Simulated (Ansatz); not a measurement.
The cell below belongs to a search over invented structures; it isn't taken from experiment.

Input and command of a plane-wave DFT calculation in Ansatz:

```yaml
crystal:
  lattice:
    - [3.0604845365, -1.7675350652, -0.0020299407]
    - [3.0604845365, 1.7675350652, -0.0020299407]
    - [-2.0119239608, 0.0, 10.1596859305]
  atoms:
    - { symbol: Al, position: [0.1697542347, 0.1697542347, 0.2051799229] }
    - { symbol: Al, position: [0.3031963761, 0.3031963761, 0.6072103748] }
    - { symbol: Al, position: [0.6985111603, 0.6985111603, 0.794817793] }
    - { symbol: Al, position: [0.5650979111, 0.5650979111, 0.3927875185] }
    - { symbol: B, position: [0.9342012724, 0.9342012724, 0.4999989359] }
    - { symbol: B, position: [0.9939777253, 0.9939777253, 0.6806407071] }
    - { symbol: B, position: [0.8743070852, 0.8743070852, 0.3193536774] }
    - { symbol: Sb, position: [0.4341596788, 0.4341596788, 1.10706e-05] }
basis:
  ecutwfc: 420
kpoints:
  mp_grid: { grid: [10, 10, 4] }
  band_path:
    path:
      - [[0.0, 0.0, 0.0], [-0.33667934, 0.33667934, 0.0]]
      - [[-0.66332066, -0.33667934, 0.0], [-0.5, -0.5, 0.0], [0.0, 0.0, 0.0], [-0.5, -0.5, 0.5], [-0.67330532, -0.32669468, 0.5]]
      - [[-0.32669468, 0.32669468, 0.5], [0.0, 0.0, 0.5], [0.0, 0.0, 0.0]]
      - [[-0.5, 0.0, 0.5], [0.0, 0.0, 0.0], [-0.5, 0.0, 0.0]]
    npoints: 10
hamiltonian:
  xc: pbe
scf:
  occupations: { method: gaussian, width: 0.1 }
output:
  forces: true
  stress: true
  eigenvalues: true
  populations: true
  dos: { projected: true, de: 0.02 }
  bader: false
  write_density: true
  write_potential: true
  elf: true
  volumetric_format: npy
magnetization:
  noncollinear: true
  spin_orbit: true
```

```bash
ansatz run input.yaml --threads 1 --pin off --max-ram 2560MiB --backend cpu --events-out ev --progress --plain --runs-dir out
```

Processor: Intel(R) Xeon(R) Platinum 8488C (Sapphire Rapids), 1 thread, on a host shared with other jobs.

Problem. How long does it run, and how much memory does it take?

Solution. About 4 min, peak memory 1.3 GiB. It solves 52 bands at 117 k points (after reduction by symmetry) with about 2115 plane waves, in 9 SCF iterations.
